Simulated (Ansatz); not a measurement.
Input:

Cd$_{5}$Te$_{4}$S:
```
CELL_PARAMETERS angstrom
      2.24798     1.29787    18.36539
     -2.24798     1.29787    18.36539
      0.00000    -2.59574    18.36539
ATOMIC_POSITIONS crystal
  Cd 0.99496 0.99496 0.99496
  Cd 0.60495 0.60495 0.60495
  Cd 0.20235 0.20235 0.20235
  Cd 0.79990 0.79990 0.79990
  Cd 0.39744 0.39744 0.39744
  Te 0.55390 0.55390 0.55390
  Te 0.15156 0.15156 0.15156
  Te 0.74912 0.74912 0.74912
  Te 0.34668 0.34668 0.34668
  S  0.94917 0.94917 0.94917
```

This is the PBEsol-relaxed structure. x, y and z are the axes in which the lattice vectors are written.

Question: All from PBEsol in the plane-wave PAW code Ansatz, unless another level is named. Estimate the electron effective mass.

Answer: 0.046, 0.046, 0.062 mₑ (principal values).

Question: Next, the hole effective mass, band 1 of 2 at the edge?

Answer: 0.82 along x, 2.0 along z (mₑ).

Question: And the weight of the valence-edge state by species (Voronoi cells)?

Answer: Te 79 %, Cd 19 %.

Question: And the valence-band maximum?

Answer: at Γ.

Space group R3m. The workflow started from a Materials Project entry (that database holds measured and hypothetical structures alike); the Crystallography Open Database copy checked does not list it. Whether it is the stable phase at ambient conditions was not checked. Symmetry was held in the PBEsol relaxation; whether a distortion lowers the energy is not shown. Spin–orbit coupling is left out wherever it is not named.

Potentials: the later of the program's two PAW sets.

Edges and masses are those of Kohn–Sham bands, whose gap is no quasiparticle gap.
